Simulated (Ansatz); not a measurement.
BaCuTeF:
```cif
data_Ba2Cu2F2Te2
_chemical_formula_sum 'Ba2 Cu2 Te2 F2'
_space_group_name_H-M_alt 'P4/nmm :1'
_space_group_IT_number 129
_space_group_name_Hall 'P 4ab 2ab -1ab'
_cell_length_a 4.35970
_cell_length_b 4.35970
_cell_length_c 9.27197
_cell_angle_alpha 90.000
_cell_angle_beta 90.000
_cell_angle_gamma 90.000
loop_
_space_group_symop_operation_xyz
  'x, y, z'
  '-y+1/2, x+1/2, z'
  '-x, -y, z'
  'y+1/2, -x+1/2, z'
  'x+1/2, -y+1/2, -z'
  '-y, -x, -z'
  '-x+1/2, y+1/2, -z'
  'y, x, -z'
  '-x+1/2, -y+1/2, -z'
  'y, -x, -z'
  'x+1/2, y+1/2, -z'
  '-y, x, -z'
  '-x, y, z'
  'y+1/2, x+1/2, z'
  'x, -y, z'
  '-y+1/2, -x+1/2, z'
loop_
_atom_site_label
_atom_site_type_symbol
_atom_site_symmetry_multiplicity
_atom_site_Wyckoff_symbol
_atom_site_fract_x
_atom_site_fract_y
_atom_site_fract_z
_atom_site_occupancy
Ba1 Ba 2 c 0.50000 0.00000 0.34147 1
Cu1 Cu 2 a 0.00000 0.00000 0.00000 1
Te1 Te 2 c 0.00000 0.50000 0.16091 1
F1 F 2 b 0.50000 0.50000 0.50000 1
```

Relaxed with PBEsol.

Problem. Which orbitals make up the states near the band edges in plane-wave PAW PBEsol (Ansatz code)?

Solution. Top 1 eV of the valence band: Te 5p 52 %, Cu 3d 39 %, outside the projected shells 6 %. Bottom 1 eV of the conduction band: Cu 4s 42 %, outside the projected shells 47 %. Projections are on Löwdin-orthogonalised atomic valence shells; empty p or d shells of many metals are not among them.

Problem. Tabulate the density of states.

Solution. States/eV per cell of 8 atoms, in 0.25 eV bins, energy from the valence-band maximum.

```csv
E (eV),total,Cu 3d,F 2p,Te 5p
-7.85,0.00,0.00,0.00,0.00
-7.60,0.00,0.00,0.00,0.00
-7.35,0.00,0.00,0.00,0.00
-7.10,0.00,0.00,0.00,0.00
-6.85,0.00,0.00,0.00,0.00
-6.60,0.00,0.00,0.00,0.00
-6.35,0.00,0.00,0.00,0.00
-6.10,1.16,0.01,0.87,0.13
-5.85,18.41,0.07,15.92,0.74
-5.60,13.64,0.05,12.22,0.41
-5.35,12.01,0.16,10.14,0.79
-5.10,6.27,0.32,3.72,1.28
-4.85,6.72,0.68,0.85,3.27
-4.60,3.09,0.32,0.39,1.56
-4.35,0.96,0.08,0.07,0.58
-4.10,0.94,0.16,0.04,0.56
-3.85,2.08,0.97,0.06,0.88
-3.60,19.64,8.55,0.34,9.82
-3.35,10.84,4.92,0.15,5.39
-3.10,0.23,0.04,0.01,0.17
-2.85,3.61,3.55,0.00,0.01
-2.60,13.28,12.55,0.02,0.33
-2.35,25.88,24.58,0.02,0.72
-2.10,5.17,4.60,0.01,0.41
-1.85,2.50,1.76,0.01,0.61
-1.60,6.55,4.76,0.02,1.42
-1.35,5.21,3.00,0.02,1.81
-1.10,5.82,2.82,0.04,2.45
-0.85,6.48,2.66,0.04,3.19
-0.60,3.07,1.13,0.02,1.65
-0.35,1.73,0.60,0.01,0.99
-0.10,0.72,0.23,0.00,0.44
0.15,0.00,0.00,0.00,0.00
0.40,0.00,0.00,0.00,0.00
0.65,0.00,0.00,0.00,0.00
0.90,0.02,0.00,0.00,0.00
1.15,0.20,0.01,0.00,0.01
1.40,0.33,0.01,0.00,0.01
1.65,0.53,0.02,0.00,0.02
1.90,1.26,0.04,0.01,0.06
2.15,4.16,0.09,0.03,0.30
2.40,8.59,0.15,0.08,0.72
2.65,5.27,0.08,0.04,0.47
2.90,3.51,0.04,0.02,0.24
3.15,7.96,0.10,0.04,0.66
3.40,4.43,0.03,0.03,0.14
3.65,4.82,0.04,0.03,0.11
3.90,5.22,0.03,0.04,0.12
4.15,6.70,0.03,0.05,0.16
4.40,8.23,0.04,0.06,0.24
4.65,6.24,0.02,0.04,0.21
4.90,6.93,0.02,0.05,0.23
5.15,6.86,0.02,0.05,0.21
5.40,6.78,0.02,0.05,0.22
5.65,6.74,0.02,0.05,0.20
```

The first step of the workflow began from a Materials Project structure, measured or hypothetical; the Crystallography Open Database copy checked does not list it. Whether it is the stable phase at ambient conditions was not checked. Symmetry was held in the PBEsol relaxation; phonons show weakly imaginary modes. The run is not spin-polarised. No Hubbard U is applied. Scalar-relativistic: spin–orbit coupling is off unless named, which matters more the heavier the elements.

Potentials: the later of the program's two PAW sets.
